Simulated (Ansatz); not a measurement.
Al$_{3}$GaN$_{4}$ in space group P3m1 (No. 156; Pearson symbol hP8), plane-wave PAW PBEsol (Ansatz code). The conduction-band minimum lies at Γ, with 1 equivalent valley. Second derivatives d²E/dk² of the lowest band at one valley (eV·Å²), along Cartesian directions:

| direction | d²E/dk² |
|---|---|
| [100] | 28.61 |
| [010] | 28.61 |
| [001] | 28.21 |
| [110] | 28.61 |
| [101] | 28.41 |
| [011] | 28.41 |

Question: Find the principal effective masses, the density-of-states mass and the conductivity mass.

Answer: Off-diagonal terms follow from H_xy = H[110] − (H_xx + H_yy)/2, and m*/mₑ = 7.620 eV·Å² over each eigenvalue: 0.27, 0.27, 0.27. One valley's DOS mass (m₁m₂m₃)^(1/3) = 0.27, conductivity mass 3/(Σ 1/mᵢ) = 0.27 mₑ.

Question: What effective density of states Nc follows at 300 K for parabolic valleys?

Answer: Nc = 2.509e19 × 1 × (0.27)^(3/2) ≈ 3.5e18 cm⁻³.

Question: With the computed static dielectric constant 9.11 (mean of the diagonal), estimate a hydrogenic donor's binding energy and radius.

Answer: E = 13.606 eV × 0.27/9.11² ≈ 44 meV; a = 0.529 Å × ε/m* ≈ 18 Å. Semilocal masses tend to be too small when the gap is underestimated.

The start of the workflow was typed in or built on a structure type; neither database checked (COD, Materials Project) lists it. Whether it is the stable phase at ambient conditions was not checked. Symmetry was held in the PBEsol relaxation; whether a distortion lowers the energy is not shown. Spin–orbit coupling is left out wherever it is not named.

Potentials: the earlier of the program's two PAW sets. The files were generated under PBE; for other functionals the program regenerates the frozen cores, and for LDA and PBEsol the local potential too.
